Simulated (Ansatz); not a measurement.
KCl (rock salt) is sheared across one {100} plane: the third cell vector gains the shift, so faults repeat every 9.6 Å. The cut lies between planes 3.19 Å apart; the cell height is held.

```
CELL_PARAMETERS angstrom
      4.51217     0.00000     0.00000
      0.00000     4.51217     0.00000
      2.25608     2.25608     9.57175
ATOMIC_POSITIONS crystal
  Cl 0.00000 0.00000 0.83333
  Cl 0.33333 0.33333 0.16667
  Cl 0.66667 0.66667 0.50000
  K  0.83333 0.83333 0.16667
  K  0.16667 0.16667 0.50000
  K  0.50000 0.50000 0.83333
```

In-plane vectors a = (4.512, 0.000) Å, b = (0.000, 4.512) Å, area 20.36 Å². The shift is s times the vector a (length 4.512 Å), so s = 1 restores the start. Atoms relax along the normal only. γ = [E(shift) − E(0)] / area.

All values below come from PBE (plane waves to 420 eV, PAW, scalar-relativistic; Ansatz, an electronic-structure program). k mesh 6×6×6 (Γ-centred), Fermi-Dirac smearing 0.05 eV. Energies are extrapolated to zero smearing. Faults lie only 9.6 Å apart, and holding the cell height raises γ above its relaxed value. KCl was relaxed with its symmetry unable to fall. The zero of γ is zero shift.

```csv
s,γ (mJ/m²)
0.000,0
0.083,14
0.167,54
0.250,114
0.333,178
0.417,withheld
0.500,242
0.583,withheld
0.667,178
0.750,114
0.833,54
0.917,14
```

**Question.** Fit a Fourier form (three harmonics of 1 − cos and sin) to the given rows and predict γ at s = 0.417.

**Answer.** Least squares on the 10 given rows: γ = (122.0)·[1 − cos(2πs)] + (-3.4)·[1 − cos(4πs)] + (-0.9)·[1 − cos(6πs)], in mJ/m²; root-mean-square residual 0.2 mJ/m². At 0.417 the fit gives 225 mJ/m²; the calculation gives 225 mJ/m², the same to the digits shown. 

(The slope of γ gives the shear force per area between the displaced halves; near zero shift its curvature is an elastic stiffness.)
